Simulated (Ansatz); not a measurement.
A relaxed cell of NaLi2 is given with its symmetry left out. The cell was found from a structure generator's guess, not taken from experiment.

Method: Ansatz, DFT PBE, scalar-relativistic, plane waves, PAW. Cutoff 420 eV, Γ-centred mesh, Gaussian smearing, no spin polarisation.

```
Na Li
1.0
     3.34733    0.00000    0.00000
    -1.67366    2.89887    0.00000
     0.00000    0.00000    7.94815
Na Li
1 2
Direct
  0.00000 0.00000 0.00000
  0.33333 0.66667 0.35226
  0.66667 0.33333 0.64774
```

Formation energies are uncorrected and refer to the elements' standard structures at the same level.

Q: What space group does it have?

A: P-3m1 (No. 164), with Na and Li ordered on fcc sites. Conventional cell: a = 3.347 Å, c = 7.948 Å. Around Na lie 6 Na at 3.35 Å and 6 Li at 3.40 Å; Li has 3 Li at 3.04 Å, 6 Li at 3.35 Å and 3 Na at 3.40 Å.

Q: How far does it lie from the elements in energy?

A: +0.05 eV/atom. The separate elements lie lower, so it is unstable against them.

Q: Is it a metal?

A: Yes, bands cross the Fermi level on the 15×15×6 mesh.

Q: From what recipe could a structure generator have reached it?

A: One such recipe: close-packed layers stacked ABC, next cell at A (P-3m1, No. 164). Other recipes can lead to the same cell.

The last run used a 15×15×6 mesh (in the run's order of axes) for its 3-atom cell and Gaussian smearing of 0.10 eV. A structure relaxed within its symmetry needn't be a true minimum.
